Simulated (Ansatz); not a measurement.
Data sheet: LuBPd$_{3}$ (DFT)

LuBPd3:
```cif
data_BLuPd3
_chemical_formula_sum 'Pd3 Lu1 B1'
_space_group_name_H-M_alt 'Pm-3m'
_space_group_IT_number 221
_space_group_name_Hall '-P 4 2 3'
_cell_length_a 4.22687
_cell_length_b 4.22687
_cell_length_c 4.22687
_cell_angle_alpha 90.000
_cell_angle_beta 90.000
_cell_angle_gamma 90.000
loop_
_atom_site_label
_atom_site_type_symbol
_atom_site_symmetry_multiplicity
_atom_site_Wyckoff_symbol
_atom_site_fract_x
_atom_site_fract_y
_atom_site_fract_z
_atom_site_occupancy
Pd1 Pd 3 c 0.00000 0.50000 0.50000 1
Lu1 Lu 1 a 0.00000 0.00000 0.00000 1
B1 B 1 b 0.50000 0.50000 0.50000 1
```

Space group Pm-3m (No. 221), cubic perovskite; conventional cell a = b = c = 4.2269 Å, α = β = γ = 90.00°.

Method: plane-wave PAW PBEsol (Ansatz code). Structure relaxed to zero pressure with the same functional. Other levels are named where they apply.

**Cell and energy**

- Volume per atom = 15.10 Å³
- Density = 11.10 g/cm³
- Formation energy from the elements (no fitted shifts) = -0.63 eV/atom

**Electronic structure**

* **Electronic character**: metallic (no gap)
* **Density of states at the Fermi level**: 0.46 states/eV per atom (mean over ±0.08 eV)
* **Gap with spin–orbit coupling**: none (metallic)

**Mechanics**

* **Bulk modulus (Birch–Murnaghan fit)**: 167 GPa
* **Pressure derivative B′**: 4.7
* **Elastic constants (relaxed ions, GPa)**: C11 = 267, C12 = 117, C44 = 7.6
* **Mechanical stability**: stable (all eigenvalues of C positive)
* **Hill bulk and shear moduli**: 167 and 23.3 GPa
* **Young's modulus**: 66.7 GPa
* **Poisson's ratio**: 0.43
* **Debye temperature from the elastic constants**: 198 K

**Phonons**

* **Highest zone-centre frequency**: 495 cm⁻¹
* **Zone-centre stability**: no imaginary mode at Γ

The workflow started from an entry of the Crystallography Open Database (COD). Whether it is the stable phase at ambient conditions was not checked. Symmetry was held in the PBEsol relaxation. No spin polarisation was allowed. As this level gives no gap, shear constants depend on the k-mesh and smearing (Fermi–Dirac, 0.1 eV here). As this level gives no gap, phonon frequencies hold no LO–TO term and depend on the k-mesh and smearing (Fermi–Dirac, 0.1 eV here). The references are the lowest solids computed at this level, not always the standard phases. Spin–orbit coupling is left out wherever it is not named.

Potentials: the later of the program's two PAW sets.
